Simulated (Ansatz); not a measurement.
**CsCl-type BiP**

The computed numbers are results of r²SCAN, scalar-relativistic (no spin polarisation) in the plane-wave PAW code Ansatz at 500 eV, 10×10×10 k-mesh, Gaussian smearing of 0.05 eV; PAW files: Ansatz's generated set soft_2.

```
Bi P
1.0
     3.57376    0.00000    0.00000
     0.00000    3.57376    0.00000
     0.00000    0.00000    3.57376
Bi P
1 1
Direct
  0.00000 0.00000 0.00000
  0.50000 0.50000 0.50000
```

The cell came from substitution into a structure type; whether the compound takes it is for experiment to say.

At this volume the pressure is 0.00 GPa.

The cell has space group Pm-3m (read at 0.01 Å). In it the stress is 0.00, 0.00, 0.00, 0.00, 0.00, 0.00 GPa and the largest force component 0.000 eV/Å. Each change below starts from this cell, without further relaxation. Stress is in GPa, positive in compression, in the order xx, yy, zz, yz, xz, xy; energies are counted from the cell above and are free energies with the smearing's entropy, which match forces and stress in a metal.

Question: What happens when atom 2 (P) is moved by 0.08 Å along x?

Answer: The energy changes by -4.2 meV per cell, and the force on it along the shift is 0.100 eV/Å (−F/u = -1.25 eV/Å²). Stress: 0.24, 0.07, 0.07, 0.00, 0.00, 0.00.
| atom | Fx (eV/Å) | Fy | Fz |
| --- | --- | --- | --- |
| Bi1 | -0.100 | 0.000 | 0.000 |
| P2 | 0.100 | 0.000 | 0.000 |

Question: What stress follows from an engineering strain of -2 % in yy, atoms carried along?

Answer: 1.08, 2.90, 1.08, 0.00, 0.00, 0.00 GPa; the energy changes by 7.7 meV per cell.
The change of the stress over the strain gives a clamped-atom stiffness of about 145 GPa for this component, a secant value that lies under the elastic constant in tension and over it in compression, by several per cent for each per cent of strain.
In a harmonic crystal the energy would rise by V(½Cε² − σ₀ε), with σ₀ the stress of the unstrained cell, = 8.3 meV, close to the run's value; the rest has the sign of the anharmonic part, which a secant stiffness overstates.

Question: All atoms and the cell are disturbed at random:
```
CELL_PARAMETERS angstrom
3.57044 0.01947 -0.04084
0.01947 3.55205 0.02796
-0.04084 0.02796 3.60036
ATOMIC_POSITIONS crystal
Bi 0.00102 0.00572 0.05668
P 0.49898 0.49428 0.44332
```
Give the energy change, the stress and the forces.

Answer: -73.9 meV per cell; stress 2.89, 3.45, 3.37, -0.02, 0.46, -0.53 GPa.
| atom | Fx (eV/Å) | Fy | Fz |
| --- | --- | --- | --- |
| Bi1 | -0.053 | 0.043 | 0.188 |
| P2 | 0.053 | -0.043 | -0.188 |

Spin–orbit coupling, which matters for such heavy elements, is left out. A displaced or strained copy of the relaxed cell lay 36.9 meV/atom lower, so the structure isn't a true minimum at this level.
